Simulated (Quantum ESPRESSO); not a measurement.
Kohn-Sham bands of RbPbF₃ (cubic perovskite)

```yaml
crystal:
  lattice:
    - [4.86172, 0.00000, 0.00000]
    - [0.00000, 4.86172, 0.00000]
    - [0.00000, 0.00000, 4.86172]
  atoms:
    - { symbol: Rb, position: [0.00000, 0.00000, 0.00000] }
    - { symbol: Pb, position: [0.50000, 0.50000, 0.50000] }
    - { symbol: F, position: [0.00000, 0.50000, 0.50000] }
    - { symbol: F, position: [0.50000, 0.00000, 0.50000] }
    - { symbol: F, position: [0.50000, 0.50000, 0.00000] }
```

Materials Project entry mp-21043; symmetrised, unrelaxed at this level. Not found in the COD (Crystallography Open Database) copy used; not checked further. Computed values, not measurements, from PBEsol: Quantum ESPRESSO (norm-conserving PseudoDojo potentials, cutoff 68 Ry, no spin polarisation, no spin-orbit coupling) on a Γ-centred 6×6×6 mesh, then Wannier90. Density: 6×6×6 mesh, cold smearing 0.01 Ry. Spin-orbit coupling is left out although heavy elements are present.

Energies are relative to the valence-band maximum; weights are on the orthonormalised atomic waves of the pseudopotential files, averaged over the group. 44 electrons a cell are treated as valence.

```
bands  from (eV)  to (eV)  filling  weight on atomic waves
-----  ---------  -------  -------  ----------------------
1         -26.50   -26.49   filled              (withheld)
2–4       -22.08   -21.91   filled              (withheld)
5–9       -15.85   -15.53   filled              (withheld)
10–12     -10.61   -10.53   filled              (withheld)
13         -8.76    -5.87   filled              (withheld)
14–22      -5.04     0.00   filled              (withheld)
```

### Question
Which atomic shells make up each group?

### Answer

- 1, weight on atomic waves: Rb 4s 99 %
- 2–4, weight on atomic waves: F 2s 93 %
- 5–9, weight on atomic waves: Pb 5d 99 %
- 10–12, weight on atomic waves: Rb 4p 99 %
- 13, weight on atomic waves: Pb 6s 62 %, F 2p 34 %
- 14–22, weight on atomic waves: F 2p 90 %, Pb 6p 4 %

The Kohn-Sham gap over both meshes and the path is 3.00 eV.
